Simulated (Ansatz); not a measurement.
AlBRu₃ (cubic perovskite, Pm-3m) at seven volumes, plane-wave PAW r²SCAN (Ansatz code), scaled uniformly. One row is withheld.

```json
[
 {"V (Å³/atom)": "11.878", "P (GPa)": "28.22"},
 {"V (Å³/atom)": "12.270", "P (GPa)": "?"},
 {"V (Å³/atom)": "12.661", "P (GPa)": "7.92"},
 {"V (Å³/atom)": "13.053", "P (GPa)": "0.01"},
 {"V (Å³/atom)": "13.444", "P (GPa)": "-6.69"},
 {"V (Å³/atom)": "13.836", "P (GPa)": "-12.38"},
 {"V (Å³/atom)": "14.228", "P (GPa)": "-17.19"}
]
```

Q: Fit the shown pressures and predict the withheld one.

A: Third-order Birch–Murnaghan: P = (3/2)B₀(x^(7/2) − x^(5/2))[1 + (3/4)(B′ − 4)(x − 1)] with x = (V₀/V)^(2/3). Least squares on the six rows gives V₀ = 13.053 Å³/atom, B₀ = 242.0 GPa, B′ = 4.48. At V = 12.270, x = 1.0421 and P = 17.20 GPa. The run itself gave 17.24 GPa.

The start of the workflow was typed in or built on a structure type; neither database checked (COD, Materials Project) lists it. Whether it is the stable phase at ambient conditions was not checked. Symmetry was held in the r²SCAN relaxation; its stability against distortions is not shown here. The run is not spin-polarised. The volume moved by -15 % from the start of the relaxation.

Potentials: the later of the program's two PAW sets.
